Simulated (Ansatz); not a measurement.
Values for one crystal, relaxed and computed with plane-wave PAW r²SCAN (Ansatz code); other levels are named.

| Quantity | Result |
|---|---|
| Volume per atom | 14.78 Å³ |
| Electronic character | metallic (no gap) |
| Formation energy from the elements (no fitted shifts) | -39 kJ/mol of atoms |
| Density of states at the Fermi level | 0.18 states/eV per atom (mean over ±0.08 eV) |

### Question
Which of these materials gives this?
A) BaNi2P2, I4/mmm (Ba on 2a, Ni on 4d, P on 4e)
B) Ti2Te2P, R-3m (Ti on 6c, Te on 6c, P on 3a)
C) InP, P-6m2 (In on 1a, P on 1f)
D) P2W, Cmc2_1 (P on 4a, P on 4a, W on 4a)

### Answer
D, P2W, Cmc2_1 (P on 4a, P on 4a, W on 4a)

The workflow started from a Materials Project entry (that database holds measured and hypothetical structures alike); the Crystallography Open Database files this formula in space group No. 36, but the cells were not matched. Its standing as an ambient phase is unchecked. The cell was relaxed with r²SCAN under the symmetry of its start; its stability against distortions is not shown here. No spin polarisation was allowed. The references are the lowest solids computed at this level, not always the standard phases. Spin–orbit coupling is left out wherever it is not named.

Potentials: the later of the program's two PAW sets.
